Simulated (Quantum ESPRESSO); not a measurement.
Al3MgSAs3, convergence and cost over cutoff and k mesh

A calculation, not a measurement. The program is pw.x of Quantum ESPRESSO 7.5 (plane-wave density functional theory). The cell is made up: 8 atoms on a zincblende/diamond lattice, with randomly drawn elements, strain and displacements, not relaxed. PseudoDojo standard norm-conserving files (v0.5 for PBE, v0.4.1 for LDA and PBEsol) set the functional; there is no spin polarisation, spin-orbit coupling or dispersion term, and the masses in the input are unused placeholders.

Input of the run in row 4:

```
&control calculation='scf', pseudo_dir='./dojo.nc.sr.pbe.v0_5.standard.upf', outdir='./o', disk_io='medium', tprnfor=.true., tstress=.true. /
&system ibrav=0, nat=8, ntyp=4, nbnd=41, ecutwfc=84.00895049, nosym=.true., tot_charge=0,
 occupations='smearing', smearing='fd', degauss=0.0018374661
/
&electrons conv_thr=7.350e-09, electron_maxstep=60, /
ATOMIC_SPECIES
Al 1.0 Al.upf
As 1.0 As.upf
Mg 1.0 Mg.upf
S 1.0 S.upf
CELL_PARAMETERS angstrom
5.7079 0.0022 -0.0038
0.0022 5.6268 -0.0616
-0.0038 -0.0616 5.7413
ATOMIC_POSITIONS angstrom
Al -0.0026 0.002 -0.063
Al 0.0477 2.8001 2.8601
Al 2.8311 -0.0516 2.8732
Mg 2.8537 2.8308 -0.054
S 1.4013 1.3857 1.445
As 1.3882 4.2097 4.2536
As 4.2764 1.3705 4.2834
As 4.3163 4.2416 1.3593
K_POINTS automatic
4 4 4 1 1 1
```

The same cell was run at these settings. Meshes are shifted by half a step, and differences are from the last row, which is itself not exact.

| cutoff (eV) | k mesh | k points solved | threshold (eV) | free energy less the last row's (eV) | pressure (GPa) | largest stress difference (GPa) | largest force difference (eV/Å) | iterations | wall time (s) | k-point pools | processor |
| --- | --- | --- | --- | --- | --- | --- | --- | --- | --- | --- | --- |
| 800 | 2 x 2 x 2 | 4 | 1e-04 | 8.203 | -59.17 | 60.72 | 0.065 | 7 | 12 | 4 | Intel Xeon, 2023 or later |
| 1143 | 1 x 1 x 1 | 1 | 1e-07 | 6.522 | 6.15 | 4.96 | 0.244 | 11 | 23 | 4 | Intel Xeon, 2023 or later |
| 705 | 4 x 4 x 4 | 32 | 1e-07 | 32.767 | -179.67 | 181.33 | 0.034 | 10 | 36 | 4 | Intel Xeon, 2023 or later |
| 1143 | 4 x 4 x 4 | 32 | 1e-07 | 0.006 | 1.45 | 0.00 | 0.004 | 10 | 83 | 4 | Intel Xeon, 2023 or later |
| 1437 | 6 x 6 x 6 | 108 | 1e-07 | 0.000 | 1.45 | 0.00 | 0.000 | 10 | 315 | 4 | Intel Xeon, 2023 or later |

Each pool is one process. Wall times include start-up and a band step at six k points, which weighs most on the coarsest meshes. The runs were on shared virtual cores whose load varied, so times are rough.